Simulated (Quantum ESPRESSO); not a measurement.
pw.x input (Quantum ESPRESSO 7.5; PBEsol, PseudoDojo standard norm-conserving files, scalar-relativistic):

```
&CONTROL
  calculation = 'scf'
  pseudo_dir = './pseudo'
  outdir = './out'
  tprnfor = .true.
  tstress = .true.
/
&SYSTEM
  ibrav = 0
  nat = 6
  ntyp = 2
  ecutwfc = 82.0
  ecutrho = 328.0
  occupations = 'smearing'
  smearing = 'fd'
  degauss = 0.002
  nbnd = 22
/
&ELECTRONS
  conv_thr = 6e-10
/
ATOMIC_SPECIES
C 12.0110 C.upf
Ca 40.0780 Ca.upf
CELL_PARAMETERS angstrom
  3.297830000000  -2.081285000000   0.000000000000
  3.297830000000   2.081285000000   0.000000000000
 -2.197987000000   0.000000000000   7.049382000000
ATOMIC_POSITIONS crystal
C   0.420710000000   0.139670000000   0.560120000000
C   0.579290000000   0.860330000000   0.439880000000
C   0.860330000000   0.579290000000   0.939880000000
C   0.139670000000   0.420710000000   0.060120000000
Ca   0.174520000000   0.825480000000   0.750000000000
Ca   0.825480000000   0.174520000000   0.250000000000
K_POINTS automatic
8 8 4 0 0 0
```

End of the output:

```

[...]
     the Fermi energy is     5.2865 ev
!    total energy              =    -202.57918460 Ry
     estimated scf accuracy    <          5.3E-11 Ry
     smearing contrib. (-TS)   =      -0.00000000 Ry
     internal energy E=F+TS    =    -202.57918460 Ry
     The total energy is F=E-TS. E is the sum of the following terms:
     one-electron contribution =     -61.47733783 Ry
     hartree contribution      =      42.44546528 Ry
     xc contribution           =     -45.66848161 Ry
     ewald contribution        =    -137.87883045 Ry
     convergence has been achieved in  11 iterations
     Forces acting on atoms (cartesian axes, Ry/au):
     atom    1 type  1   force =     0.00276092    0.02031951    0.01967403
     atom    2 type  1   force =    -0.00276092   -0.02031951   -0.01967403
     atom    3 type  1   force =    -0.00276092    0.02031951   -0.01967403
     atom    4 type  1   force =     0.00276092   -0.02031951    0.01967403
     atom    5 type  2   force =     0.00000000   -0.00209724    0.00000000
     atom    6 type  2   force =     0.00000000    0.00209724    0.00000000
     Total force =     0.056913     Total SCF correction =     0.000029
     Computing stress (Cartesian axis) and pressure
          total   stress  (Ry/bohr**3)                   (kbar)     P=      -11.03
  -0.00013815   0.00000000   0.00000707          -20.32        0.00        1.04
   0.00000000  -0.00004673   0.00000000            0.00       -6.87        0.00
   0.00000707   0.00000000  -0.00004008            1.04        0.00       -5.90
```
In a gapped system the printed Fermi energy is only some level inside the gap.

Geometry of the Materials Project entry, not relaxed at this level.
